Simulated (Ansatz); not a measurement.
The start is a generated trial cell of Re in the hcp structure type. Cell shape, volume and atoms are optimised at zero target pressure with r2SCAN (plane waves to 500 eV, PAW, scalar-relativistic; Ansatz, a quantum-chemistry and plane-wave program). The first steps use a coarse 13×13×7 k-mesh.

Input geometry:
```
Re
1.0
    2.76000     0.00000     0.00000
   -1.38000     2.39023     0.00000
    0.00000     0.00000     4.45740
Re
2
Cartesian
  0.00000   1.59349   3.34305
  1.38000   0.79674   1.11435
```

Q: How do the shortest distances between atoms change?

A: The closest pairs of elements (up to four, under 3.6 Å), start → end: Re–Re 2.74 → 2.74 Å.

Q: Write out the relaxed structure.

A: 
```cif
data_Re2
_chemical_formula_sum 'Re2'
_space_group_name_H-M_alt 'P63/mmc'
_space_group_IT_number 194
_space_group_name_Hall '-P 6c 2c'
_cell_length_a 2.75784
_cell_length_b 2.75784
_cell_length_c 4.46277
_cell_angle_alpha 90.000
_cell_angle_beta 90.000
_cell_angle_gamma 120.000
loop_
_atom_site_label
_atom_site_type_symbol
_atom_site_symmetry_multiplicity
_atom_site_Wyckoff_symbol
_atom_site_fract_x
_atom_site_fract_y
_atom_site_fract_z
_atom_site_occupancy
Re1 Re 2 d 0.66667 0.33333 0.25000 1
```

The space group stays P6₃/mmc (No. 194) (the run could not lower it); the end is hcp (Mg type), with 2 atoms in the primitive cell. Final values are on a 19×19×11 k-mesh of the relaxed cell. No spin polarisation in the result.

The run could not lose the symmetry of its start; a randomly shaken copy of 2 atoms returns to this structure.

All atoms sit on sites fixed by symmetry, so only the cell could relax.
